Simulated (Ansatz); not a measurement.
Ansatz (a program for electronic structure) input:

Ansatz 0.2 input:
```yaml
crystal:
  lattice:
    - [0.0, 2.6853329216, 2.6853329216]
    - [2.6853329216, 0.0, 2.6853329216]
    - [2.6853329216, 2.6853329216, 0.0]
  atoms:
    - { symbol: Be, position: [0.0, 0.0, 0.0] }
    - { symbol: Te, position: [0.5, 0.5, 0.5] }
kpoints:
  mp_grid: { grid: [10, 10, 10] }
  band_path:
    path:
      - [[0.0, 0.0, 0.0], [0.5, 0.0, 0.5], [0.625, 0.25, 0.625]]  # Γ-X-U
      - [[0.375, 0.375, 0.75], [0.0, 0.0, 0.0], [0.5, 0.5, 0.5], [0.5, 0.25, 0.75], [0.5, 0.0, 0.5]]  # K-Γ-L-W-X
    npoints: 12
hamiltonian:
  xc: r2scan
  pseudopotentials: { azcp: { folder: ./paw }, kind: paw_fr }
magnetization: { noncollinear: true, spin_orbit: true }
scf:
  n_extra_bands: 12
  convergence: { dr2_threshold: 0.0000000001 }
  occupations: { method: gaussian, width: 0.05 }
output: { eigenvalues: true }
```

Output (shortened):

```
Pseudopotential: Be, paw, valence charge 2
Pseudopotential: Te, paw, valence charge 16
Functional definition: r2SCAN
non-collinear run that drives no moment, with spin-orbit …
Crystal: 2 atoms, lattice volume = 38.728 Å³
Basis set: ecut = 500 eV, 941 PW (Γ), exchange–correlation on 120×120×120 points (64 copies of the dense FFT grid, shifted against one another)
Bands: 30, of which v1, the nominal top of the filled ones, is band 18 counted from 1 (17 counted from 0)
Symmetry: 48 space group operations + 48 with time reversal
k-points: 47 of 1000
Projection manifold: j_resolved (fully-relativistic pseudo-atomic orbitals)
iter 1 solved again at ethr=3.30e-4 eV; its pass at ethr=3.10e-3 eV (dr2=5.94e-2 eV) is discarded
SCF iter   1: F=—  HF=-7076.469909 eV  |F-HF|=—  |Δ(HF+E_count)|=         —  Δρ=1.82e-2  dr2=5.86e-2  dr2_τ=2.53e-3  dr2_m=0.00e0 (ungated)  ethr=3.30e-4  |M|=0.00e0 ∫|m|=0.00e0 μB  |m|>n=0.0e0 m-floor=0.0e0 τ_xc=0.0e0  β_m=0.30  ⟨swp⟩=3.4  Hψ=5872  notcnv=0
preconditioner: auto → Kerker (q_TF=auto, 2.401 Å⁻¹)
spin=Noncollinear: Kerker preconditioning applied to the charge; magnetization (m_x, m_y, m_z) channels mix plain (no charge-response kernel on spin).
SCF iter   2: F=—  HF=-7076.541158 eV  |F-HF|=—  |Δ(HF+E_count)|=   7.12e-2  Δρ=1.45e-2  dr2=4.18e-2  dr2_τ=1.35e-4  dr2_m=0.00e0 (ungated)  ethr=3.25e-4  |M|=0.00e0 ∫|m|=0.00e0 μB  |m|>n=0.0e0 m-floor=0.0e0 τ_xc=0.0e0  β_m=0.65  ⟨swp⟩=2.7  Hψ=1146  notcnv=0
SCF iter   3: F=—  HF=-7076.578711 eV  |F-HF|=—  |Δ(HF+E_count)|=   3.76e-2  Δρ=1.56e-3  dr2=9.52e-4  dr2_τ=1.26e-5  dr2_m=0.00e0 (ungated)  ethr=2.32e-4  |M|=0.00e0 ∫|m|=0.00e0 μB  |m|>n=0.0e0 m-floor=0.0e0 τ_xc=0.0e0  β_m=0.79  ⟨swp⟩=3.0  Hψ=1347  notcnv=0
SCF iter   4: F=—  HF=-7076.579957 eV  |F-HF|=—  |Δ(HF+E_count)|=   1.25e-3  Δρ=7.97e-4  dr2=2.54e-4  dr2_τ=5.23e-7  dr2_m=0.00e0 (ungated)  ethr=5.29e-6  |M|=0.00e0 ∫|m|=0.00e0 μB  |m|>n=0.0e0 m-floor=0.0e0 τ_xc=0.0e0  β_m=0.89  ⟨swp⟩=2.0  Hψ=1175  notcnv=0
SCF iter   5: F=—  HF=-7076.580068 eV  |F-HF|=—  |Δ(HF+E_count)|=   1.11e-4  Δρ=1.27e-4  dr2=7.81e-6  dr2_τ=3.22e-8  dr2_m=0.00e0 (ungated)  ethr=1.41e-6  |M|=0.00e0 ∫|m|=0.00e0 μB  |m|>n=0.0e0 m-floor=0.0e0 τ_xc=0.0e0  β_m=0.95  ⟨swp⟩=2.0  Hψ=906  notcnv=0
SCF iter   6: F=—  HF=-7076.580075 eV  |F-HF|=—  |Δ(HF+E_count)|=   6.45e-6  Δρ=3.38e-5  dr2=6.55e-7  dr2_τ=2.91e-9  dr2_m=0.00e0 (ungated)  ethr=4.34e-8  |M|=0.00e0 ∫|m|=0.00e0 μB  |m|>n=0.0e0 m-floor=0.0e0 τ_xc=0.0e0  β_m=0.97  ⟨swp⟩=2.0  Hψ=895  notcnv=0
SCF iter   7: F=—  HF=-7076.580073 eV  |F-HF|=—  |Δ(HF+E_count)|=   1.64e-6  Δρ=6.71e-6  dr2=2.28e-8  dr2_τ=1.67e-10  dr2_m=0.00e0 (ungated)  ethr=3.64e-9  |M|=0.00e0 ∫|m|=0.00e0 μB  |m|>n=0.0e0 m-floor=0.0e0 τ_xc=0.0e0  β_m=0.99  ⟨swp⟩=3.0  Hψ=1169  notcnv=0
SCF iter   8: F=—  HF=-7076.580073 eV  |F-HF|=—  |Δ(HF+E_count)|=   1.77e-9  Δρ=2.12e-6  dr2=1.29e-9  dr2_τ=6.19e-12  dr2_m=0.00e0 (ungated)  ethr=1.27e-10  |M|=0.00e0 ∫|m|=0.00e0 μB  |m|>n=0.0e0 m-floor=0.0e0 τ_xc=0.0e0  β_m=0.99  ⟨swp⟩=3.0  Hψ=1205  notcnv=0…
SCF iter   9: F=-7076.580073 eV  HF=-7076.580073 eV  |F-HF|=3.09e-11  |Δ(HF+E_count)|=  9.20e-10  Δρ=2.65e-7  dr2=1.38e-11  dr2_τ=1.90e-13  dr2_m=0.00e0 (ungated)  ethr=1.00e-12  |M|=0.00e0 ∫|m|=0.00e0 μB  |m|>n=0.0e0 m-floor=0.0e0 τ_xc=0.0e0  ⟨swp⟩=3.0  Hψ=2893  notcnv=0
SCF 1 converged in 9 iterations: F = -7076.580073 eV  dr2 = 1.38e-11
NSCF: frozen V_eff on 74 k-points
SCF converged after 9 iterations
Magnetization: |M| = 0.0000 μB,  M = (+0.0000, +0.0000, +0.0000) μB
Absolute magnetization: 0.0000 μB (∫|m|)
  site 0: m = (+0.0000, +0.0000, +0.0000) μB, |m| = 0.0000 μB  (R = 1.11 Å)
  site 1: m = (+0.0000, +0.0000, +0.0000) μB, |m| = 0.0000 μB  (R = 1.11 Å)
Free energy (F): -7076.580073 eV
Harris-Foulkes:  -7076.580073 eV  (|F-HF|=3.09e-11)
Internal energy: -7076.579383 eV  (E = F + TS)
E sigma→0 (E₀):  -7076.579728 eV
Entropy (-TS):   -0.000690 eV (-0.345 meV/atom)
Fermi energy:    9.856527 eV
--- Per-component energies (eV) ---
  E_band       = -243.103158
  E_kinetic    = 190.505510
  E_local      = -1567.674634  (includes V_loc(G=0)·N_el)
  E_nonlocal   = 70.902330
  E_hartree    = 799.487203
  E_xc         = -131.437431
  E_vxc        = -129.298433  (∫ρ·V_xc dr)
  E_paw        = -4747.091761  (= ΣΔE_a)
  E_vpaw       = -413.844357  (= ΣTr[D̂ρ^β])
  E_aug_tail   = 0.000027  (compensation charges beyond the density's cutoff)
  E_vtau       = 7.332010  (kinetic-family band-sum trace: ∫τ·v_τ [+ j·A + Jᵃ·Aᵃ] dr)
  E_ewald      = -1691.556934
  E_core_change = 0.286306  (= ΣΔE_core)
  E_smearing   = -0.000690  (= −TS)
  E_closure    = 0.000000  (closes the sum)
  Σ components = -7076.580073   (vs F -7076.580073, Δ=0.00e0)
  [band-id]    e_kinetic+e_local+e_nonlocal+2·e_hartree+e_vxc+e_vpaw+e_augmentation_tail+e_vtau = -243.103140   (vs E_band -243.103158, Δ=1.77e-5)
--- Band table (eV; the first three rows and the last of 47) ---
  k-point 0: bands = ["-28.6018", "-28.6018", "-28.6018", "-28.6018", "-27.1406", "-27.1406", "-27.1406", "-27.1406", "-27.1347", "-27.1347", "-4.1133", "-4.1133", "8.9052", "8.9052", "9.7566", "9.7566", "9.7566", "9.7566", "13.4208", "13.4208", "16.3995", …
  k-point 1: bands = ["-28.6017", "-28.6017", "-28.6013", "-28.6013", "-27.1408", "-27.1408", "-27.1401", "-27.1401", "-27.1342", "-27.1342", "-3.9814", "-3.9814", "8.3066", "8.3066", "9.3084", "9.3084", "9.7284", "9.7284", "13.9252", "13.9252", "15.7487", …
  k-point 2: bands = ["-28.6016", "-28.6016", "-28.6002", "-28.6002", "-27.1412", "-27.1412", "-27.1386", "-27.1386", "-27.1328", "-27.1328", "-3.5976", "-3.5976", "6.5402", "6.5402", "9.1392", "9.1392", "9.6799", "9.6799", "14.0435", "14.0435", "14.5144", …
  k-point 46: bands = ["-28.5987", "-28.5987", "-28.5976", "-28.5976", "-27.1390", "-27.1390", "-27.1374", "-27.1374", "-27.1266", "-27.1266", "-1.1297", "-1.1297", "4.2252", "4.2252", "5.1448", "5.1448", "5.5244", "5.5244", "12.2052", "12.2052", "14.8812", …
```

Cost: about 40 core-seconds (a rough figure) on shared cores.

Space group Fm-3m (rock salt). The start of the workflow was typed in or built on a structure type; neither database checked (COD, Materials Project) lists it. COD files the formula under space group No. 216, so this cell is another polymorph or a model. Its standing as an ambient phase is unchecked. The r²SCAN relaxation kept the symmetry of its start; whether a distortion lowers the energy is not shown.

Potentials: the earlier of the program's two PAW sets.

Ansatz is a plane-wave DFT program.
